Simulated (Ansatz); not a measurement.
**What a change of settings does: Nb (bcc type)**

First run: DFT, PBE, PAW with Ansatz's default frozen-core files, scalar-relativistic (Ansatz 0.2.0).

Command: `ansatz run input.yaml --threads 3 --pin off --max-ram 8192MiB --backend cpu --events-out ev --progress --plain --runs-dir out` It took 2.6 s on 3 threads of Arm Neoverse V1, with other jobs on the host, peak memory 0.32 GiB.

```yaml
crystal:
  lattice:
    - [-1.6548069191, 1.6548069191, 1.6548069191]
    - [1.6548069191, -1.6548069191, 1.6548069191]
    - [1.6548069191, 1.6548069191, -1.6548069191]
  atoms:
    - { symbol: Nb, position: [0.0, 0.0, 0.0] }
kpoints:
  mp_grid: { grid: [18, 18, 18] }
scf:
  occupations: { method: fermi_dirac, width: 0.08 }
hamiltonian:
  xc: pbe
  pseudopotentials: { kind: paw }
output:
  forces: true
  stress: true
relax:
  f_tol: 0.005
  max_steps: 40
  cell: {}
```

The start is a guessed cell.

This run: bulk cell relaxed.

It converges in 17 SCF iterations over all geometries at a pressure of 0.00 GPa, ending at 18.16 Å³/atom, cutoff 420 eV.

The input is then changed:

```diff
   occupations: { method: fermi_dirac, width: 0.08 }
+  mixing: { algorithm: broyden, beta: 0.7 }
+  eigensolver: { kind: davidson }
 hamiltonian:
   stress: true
+  write_density: true
+  write_potential: true
+  elf: true
+  volumetric_format: npy
 relax:
   cell: {}
+basis:
+  ecutwfc: "40.4 Ry"
```

Question: What does the second run give?

Answer: It converges in 15 SCF iterations over all geometries at a pressure of 0.00 GPa, ending at 18.16 Å³/atom, cutoff 550 eV, free energy -0.6 meV/atom against the first run's.
